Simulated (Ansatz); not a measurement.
# Rocksalt alloy of MgO and ZnO (4 of 32 Mg sites exchanged), 64 atoms

Ansatz, PAW, plane waves. PBEsol relaxation of volume and atoms (shape held) at the single k point (¼, ¼, ¼) without its symmetry partners; single points on the relaxed atoms at the single k point (¼, ¼, ¼) without its symmetry partners, onto which points of the small cell's zone fold. Arrangement: unlike neighbours preferred. No spin–orbit coupling unless named.

Relaxed structure:

```
O Zn Mg
1.0
     8.44144    0.00000    0.00000
     0.00000    8.44144    0.00000
     0.00000    0.00000    8.44144
O Zn Mg
32 4 28
Direct
  0.25310 0.00090 0.00017
  0.25057 0.00335 0.49968
  0.25054 0.50023 0.00014
  0.25035 0.49766 0.49942
  0.74739 0.00077 0.00011
  0.74999 0.00074 0.49955
  0.74998 0.50025 0.00265
  0.74993 0.50018 0.49705
  0.00003 0.25332 0.99957
  0.99995 0.25075 0.50014
  0.99982 0.74771 0.99953
  0.99739 0.75012 0.50002
  0.50046 0.25081 0.99702
  0.50062 0.25083 0.50270
  0.50051 0.75021 0.99963
  0.50303 0.75041 0.50026
  0.00050 0.00024 0.25269
  0.00047 0.00018 0.74700
  0.00050 0.50082 0.25012
  0.00308 0.50084 0.74958
  0.49991 0.99770 0.25015
  0.49995 0.00024 0.74956
  0.50001 0.50344 0.25020
  0.49737 0.50074 0.74956
  0.24740 0.25017 0.24948
  0.24993 0.25023 0.75011
  0.24981 0.75069 0.24699
  0.25006 0.75087 0.75273
  0.75306 0.25024 0.24966
  0.75050 0.24765 0.75005
  0.75047 0.75083 0.24960
  0.75053 0.75331 0.75026
  0.00019 0.00044 0.99986
  0.25019 0.75048 0.49989
  0.75028 0.50050 0.74985
  0.50024 0.25051 0.24981
  0.00044 0.00031 0.49983
  0.00007 0.50059 0.99967
  0.00018 0.50059 0.49991
  0.50022 0.00061 0.99991
  0.50010 0.00054 0.49986
  0.50037 0.50042 0.99984
  0.50024 0.50052 0.49991
  0.25023 0.25038 0.99994
  0.25033 0.25053 0.49972
  0.25008 0.75071 0.99984
  0.75026 0.25045 0.99989
  0.75013 0.25061 0.49982
  0.75026 0.75058 0.99981
  0.75020 0.75040 0.49993
  0.25026 0.00056 0.24983
  0.25013 0.00046 0.74989
  0.25031 0.50046 0.24988
  0.25021 0.50064 0.74976
  0.75021 0.00060 0.24980
  0.75038 0.00048 0.74992
  0.75001 0.50039 0.24983
  0.00021 0.25038 0.24964
  0.00003 0.25045 0.74999
  0.00034 0.75060 0.24983
  0.00014 0.75050 0.74990
  0.50042 0.25070 0.74987
  0.49999 0.75055 0.24999
  0.50028 0.75041 0.74975
```

(1) What are the mean bond lengths by pair (pairs within 1.2 times the sum of covalent radii, less contacts 15 % beyond the pair's median; cation–cation pairs of compounds aside; long ionic contacts are cut short by that bound)?

(2) What gap lies between the top filled and the lowest empty level in the single points?

Answers

(1) Mg–O 2.107 ± 0.009 Å (standard deviation, 168 bonds); O–Zn 2.134 ± 0.000 Å (standard deviation, 24 bonds).

(2) r²SCAN 5.76 eV (16 s on NVIDIA H100). Away from Γ this isn't the crystal's band gap.
